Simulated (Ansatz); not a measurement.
# Two states of HfVF₆

```
F V Hf
1.0
     0.00000    4.05687    4.05687
     4.05687    0.00000    4.05687
     4.05687    4.05687    0.00000
F V Hf
6 1 1
Direct
  0.24491 0.24491 0.75509
  0.75509 0.75509 0.24491
  0.75509 0.24491 0.24491
  0.24491 0.75509 0.75509
  0.24491 0.75509 0.24491
  0.75509 0.24491 0.75509
  0.50000 0.50000 0.50000
  0.00000 0.00000 0.00000
```

The numbers come from plane-wave PAW DFT (Ansatz): r2SCAN, 500 eV, 5×5×5 Γ-centred k points, fermi-dirac occupations (width 0.1 eV). Nothing was relaxed.

State A: no moments (no spin polarisation). State B: V7 up (collinear spin).

Problem. Compare the two self-consistent states.

Solution. State B is lower by 351.3 meV an atom at zero smearing; in free energy at this smearing B lies -328.8 meV an atom from A.

| state | free energy (meV/atom) | largest moment in a small sphere (μB) | net moment (μB/cell) | gap on mesh (eV) | pressure (GPa) | largest force (eV/Å) |
| --- | --- | --- | --- | --- | --- | --- |
| A | 328.8 | 0.00 | 0.00 | metal | 0.0 | 0.85 |
| B | 0.0 | 2.26 | 3.00 | 2.47 | 1.2 | 0.36 |

Origin: a database entry at a rescaled volume. Caveats: an odd or shifted mesh can miss the band edges, so this level's true gap may be smaller; odd electron count without spin polarisation, so a magnetic state may lie lower; the Fermi level lies in a narrow band between gaps, which spin or distortion may split; correlation that this level lacks may open a gap in such a compound.
